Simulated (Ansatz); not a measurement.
**Question.** Si₃N₄ in space group P6_3/m (No. 176; Si on 6h, N on 2d, N on 6h) is relaxed with r²SCAN (plane waves, PAW; program Ansatz). What lattice parameters of the conventional cell result?

**Answer.** a = 7.606 Å, c = 2.906 Å.

**Question.** Give the free coordinates with the occupied sites.

**Answer.** In one choice of origin and axes:

| atom | site | symmetry | x | y | z |
|---|---|---|---|---|---|
| Si | 6h | m.. | 0.4061 | 0.2307 | 0.2500 |
| N | 2d | -6.. | 0.6667 | 0.3333 | 0.2500 |
| N | 6h | m.. | 0.0312 | 0.3303 | 0.2500 |

**Question.** Is it a metal or does it have a gap at this level?

**Answer.** A gap of 4.99 eV, indirect.

The cell was relaxed with r²SCAN under the symmetry of its start.

Potentials: the later of the program's two PAW sets.
